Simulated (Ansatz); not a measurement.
SiSe2:
```xyz
6
Lattice="-3.0393 4.4121 2.9036 3.0393 -4.4121 2.9036 3.0393 4.4121 -2.9036" Properties=species:S:1:pos:R:3 pbc="T T T"
Se     1.7301     3.2436     2.9036
Se     1.3092    -1.1685     2.9036
Se     1.7301     5.5806     0.0000
Se     1.3092     1.1685     0.0000
Si     0.0000     0.0000     4.3554
Si     0.0000     0.0000     1.4518
```

Relaxed with LDA. Special points in fractions of this cell's reciprocal vectors: Γ (0.000, 0.000, 0.000); X (0.500, -0.500, 0.500); F0 (0.369, -0.369, 0.631); Σ0 (-0.369, 0.369, 0.369); Λ0 (0.358, 0.358, -0.358); G0 (0.642, -0.358, 0.358); R (0.000, 0.500, 0.000); W (0.250, 0.250, 0.250); S (0.500, 0.000, 0.000); T (0.000, 0.000, 0.500).

Question: List the band energies nearest the valence-band maximum at these points for LDA in the plane-wave PAW code Ansatz.

Answer: In eV from the valence-band maximum; about four levels below and three above (degenerate sets whole), none deeper than 8.9 eV; points with the same levels are listed once.

```tsv
k	below	above
Γ	-1.28 -1.01 -0.55 -0.25	2.52 2.77 2.91
X	-2.20 -1.97 -1.63 -0.10	1.36 3.04 3.21
F0	-2.10 -1.97 -1.07 -0.01	1.84 2.99 3.73
Λ0	-1.67 -1.14 -1.06 -0.51	1.85 2.41 3.32
R	-1.00 -1.00 -0.65 -0.65	2.25 2.25 3.67 3.67
W	-0.95 -0.95 -0.83 -0.83	2.57 2.57 3.40 3.40
S	-1.46 -1.46 -0.61 -0.61	2.49 2.49 4.25 4.25
T	-1.90 -1.33 -0.83 -0.16	2.78 3.78 3.92
```

Space group Ibam. The LDA relaxation kept the symmetry of its start. A crystal of weakly bound chains computed without a dispersion correction: the cell and the soft elastic constants depend strongly on that. Scalar-relativistic: spin–orbit coupling is off unless named, which matters more the heavier the elements.

Potentials: the later of the program's two PAW sets.
